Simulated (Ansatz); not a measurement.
Relaxed-ion elastic tensor of AsRu (CsCl type, Pm-3m) in GPa (Voigt order), r²SCAN (plane waves, PAW; program Ansatz); density 10.22 g/cm³, 14.29 Å³ per atom.

```
 278   175   175   0.0   0.0   0.0
 175   278   175   0.0   0.0   0.0
 175   175   278   0.0   0.0   0.0
 0.0   0.0   0.0  91.6   0.0   0.0
 0.0   0.0   0.0   0.0  91.6   0.0
 0.0   0.0   0.0   0.0   0.0  91.6
```

Problem. Is the crystal mechanically stable?

Solution. Yes: the smallest eigenvalue of C is 91.6 GPa.

Problem. Work out the Voigt, Reuss and Hill averages.

Solution. K_V = 210, K_R = 210, K_H = 210; G_V = 75.5, G_R = 69.7, G_H = 72.6 GPa.

Problem. Give Young's modulus, Poisson's ratio, Pugh's ratio and the universal anisotropy index.

Solution. E = 9KG/(3K + G) = 195 GPa; ν = 0.34; K/G = 2.89 (ductile by the Pugh limit of 1.75); A_U = 5G_V/G_R + K_V/K_R − 6 = 0.42.

Problem. Estimate the sound speeds and the Debye temperature.

Solution. v_l = √((K + 4G/3)/ρ) = 5470 m/s, v_t = √(G/ρ) = 2660 m/s, mean 2990 m/s; Θ = (h/k)(3n/4πV)^(1/3) v_m = 367 K.

Problem. Give the Zener ratio and Young's modulus along [100], [110] and [111].

Solution. A = 2C44/(C11 − C12) = 1.79; 1/E = S11 − 2(S11 − S12 − S44/2)Γ with Γ = 0, 1/4, 1/3 gives 142, 205, 240 GPa.

Problem. Solve the Christoffel equation for the three sound speeds along [100], [110], [111].

Solution. Eigenvalues of C_ijkl n_j n_l equal ρv². In km/s, slowest first: [100] 2.99, 2.99, 5.21; [110] 2.24, 2.99, 5.58; [111] 2.52, 2.52, 5.70.

The cell is a constructed one: a structure type filled with these elements; neither database checked (COD, Materials Project) lists it. Its standing as an ambient phase is unchecked. The r²SCAN relaxation kept the symmetry of its start; its stability against distortions is not shown here. The run is not spin-polarised. As this level gives no gap, shear constants depend on the k-mesh and smearing (Fermi–Dirac, 0.1 eV here).

Potentials: the earlier of the program's two PAW sets.
